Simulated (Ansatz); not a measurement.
# Does relaxation matter for the field gradients of GaP with Ge replacing P?

Start: a supercell of GaP (zinc blende type, F-43m) built from an entry of the Crystallography Open Database (COD), with all atoms left at the host's positions.

Space group F-43m (No. 216); a = 16.3515 Å.

```
site  Wyckoff  site symmetry       x       y       z
 Ga1      16e            .3m  0.4167  0.0833  0.4167
 Ga3      24g           2.mm  0.7500  0.0833  0.7500
 Ga5      48h            ..m  0.7500  0.9167  0.5833
Ga14       4d           -43m  0.7500  0.7500  0.7500
Ga18      16e            .3m  0.0833  0.5833  0.9167
  Ge       4a           -43m  0.5000  0.0000  0.5000
 P29      48h            ..m  0.6667  0.0000  0.6667
 P32      16e            .3m  0.8333  0.8333  0.6667
 P36      16e            .3m  0.1667  0.6667  0.8333
 P42      24f           2.mm  0.0000  0.6667  0.0000
```

One atom of each set is listed; the run and its k-mesh use a cell of 54 atoms with edges of 11.56, 11.56, 11.56 Å.

Level of theory: DFT, PBE, plane waves and PAW, scalar-relativistic, collinear spin, 420 eV cutoff, Γ-centred 2×2×2 k-points, Fermi–Dirac smearing 0.01 eV (Ansatz 0.2.0). Start moments as typed (μB): 1 on each Ge, none on the rest.

The largest force at the start is 0.36 eV/Å. Relaxing the ions at fixed cell moves them by 0.033 Å at most (atom 2, Ga) and 0.011 Å rms.

```json
{"site": "Ga1", "moved (Å)": "0.033", "first shell before": "1 Ge at 2.36 Å, 3 P at 2.36 Å", "first shell after": "3 P at 2.36 Å, 1 Ge at 2.39 Å", "V_zz before (10²¹ V/m²)": "-4.20", "η before": "0.00"}
{"site": "Ga3", "moved (Å)": "0.001", "first shell before": "4 P at 2.36 Å", "first shell after": "4 P at 2.35–2.36 Å", "V_zz before (10²¹ V/m²)": "-0.29", "η before": "0.78"}
{"site": "Ga5", "moved (Å)": "0.003", "first shell before": "4 P at 2.36 Å", "first shell after": "4 P at 2.36 Å", "V_zz before (10²¹ V/m²)": "0.10", "η before": "0.74"}
{"site": "Ga18", "moved (Å)": "0.001", "first shell before": "4 P at 2.36 Å", "first shell after": "4 P at 2.36 Å", "V_zz before (10²¹ V/m²)": "0.040", "η before": "0.00"}
{"site": "Ge", "moved (Å)": "0.000", "first shell before": "4 Ga at 2.36 Å", "first shell after": "4 Ga at 2.39 Å", "V_zz before (10²¹ V/m²)": "0.00", "η before": "–"}
{"site": "P29", "moved (Å)": "0.013", "first shell before": "4 Ga at 2.36 Å", "first shell after": "4 Ga at 2.35–2.36 Å", "V_zz before (10²¹ V/m²)": "-0.43", "η before": "0.38"}
{"site": "P32", "moved (Å)": "0.001", "first shell before": "4 Ga at 2.36 Å", "first shell after": "4 Ga at 2.36 Å", "V_zz before (10²¹ V/m²)": "-0.005", "η before": "0.00"}
{"site": "P36", "moved (Å)": "0.001", "first shell before": "4 Ga at 2.36 Å", "first shell after": "4 Ga at 2.36 Å", "V_zz before (10²¹ V/m²)": "-0.008", "η before": "0.00"}
{"site": "P42", "moved (Å)": "0.001", "first shell before": "4 Ga at 2.36 Å", "first shell after": "4 Ga at 2.36 Å", "V_zz before (10²¹ V/m²)": "0.049", "η before": "0.47"}
```

Task: How do the gradients change?

Result: 

| site | V_zz after | η after | change of V_zz |
| --- | --- | --- | --- |
| Ga1 | -3.39 | 0.00 | +0.81 |
| Ga3 | 0.51 | 0.46 | – |
| Ga5 | -0.17 | 0.24 | – |
| Ga18 | 0.10 | 0.00 | +0.06 |
| Ge | 0.00 | – | 0.00 |
| P29 | -0.41 | 0.24 | +0.02 |
| P32 | -0.027 | 0.00 | -0.02 |
| P36 | -0.020 | 0.00 | -0.01 |
| P42 | 0.047 | 0.76 | 0.00 |

The largest change of V_zz along a kept axis is on Ga1, from -4.20 to -3.39. In per cent, |V_zz| changes by -19 on Ga (all sites that start above 2). On Ga3, Ga5 the largest principal value lies along another axis in the second run, so the two V_zz can't be compared directly. Other sites without a gradient aren't listed.

The defect repeats with the cell of 54 atoms, so it feels its images: sites between two images don't show the values beside a lone defect, and zeros or small values of η there can come from the images' arrangement. The defect cell has no gap above 0.1 eV on its mesh, so the values can hang on the smearing and the k-mesh.
Before: The start moments die out, and the run ends without spin. The neighbours have not yet relaxed around the defect (largest force 0.36 eV/Å), so a real crystal will differ.
After: The relaxation keeps the site symmetry -43m of the start, so the impurity can't leave its site; a distortion that would localise the partly filled state isn't explored. The run lost most of its start moments on Ge; a state with other moments may lie lower.
